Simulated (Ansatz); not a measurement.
PbI2:
Space group P6₃mc (No. 186); a = b = 4.4640 Å, c = 13.6501 Å, α = β = 90.00°, γ = 120.00°

```json
[
 {"atom": "Pb", "site": "2b", "symmetry": "3m.", "x": "0.3333", "y": "0.6667", "z": "0.0000"},
 {"atom": "I", "site": "2b", "symmetry": "3m.", "x": "0.3333", "y": "0.6667", "z": "0.3633"},
 {"atom": "I", "site": "2a", "symmetry": "3m.", "x": "0.0000", "y": "0.0000", "z": "0.1367"}
]
```

Relaxed with LDA.

Q: Tabulate the valence density and the electron localisation function along the shortest Pb–I contact (3.18 Å), LDA (plane waves, PAW; program Ansatz).

A: 

```
distance from Pb (Å)  density (e/Å³)   ELF
--------------------  --------------  ----
0.32                            7.12  0.01
0.48                            4.81  0.10
0.64                            2.91  0.28
0.80                            1.58  0.42
0.95                            0.81  0.43
1.11                            0.45  0.34
1.27                            0.28  0.26
1.43                            0.21  0.24
1.59                            0.22  0.34
1.75                            0.26  0.55
1.91                            0.36  0.69
2.07                            0.53  0.69
2.23                            0.80  0.64
2.39                            1.19  0.59
2.55                            3.03  0.48
2.70                            7.84  0.30
2.86                           13.61  0.18
```

The density is the valence pseudo-density with augmentation charge, so density and ELF within about 1 Å of a nucleus are not all-electron values.

Space group P6_3mc. The workflow started from a Materials Project entry (that database holds measured and hypothetical structures alike); the Crystallography Open Database files this formula in space group No. 186, but the cells were not matched. It is not the phase usual at ambient conditions (space group No. 164). The LDA relaxation kept the symmetry of its start; whether a distortion lowers the energy is not shown. A crystal of weakly bound layers computed without a dispersion correction: the cell and the soft elastic constants depend strongly on that. Spin–orbit coupling is left out wherever it is not named.

Potentials: the later of the program's two PAW sets.
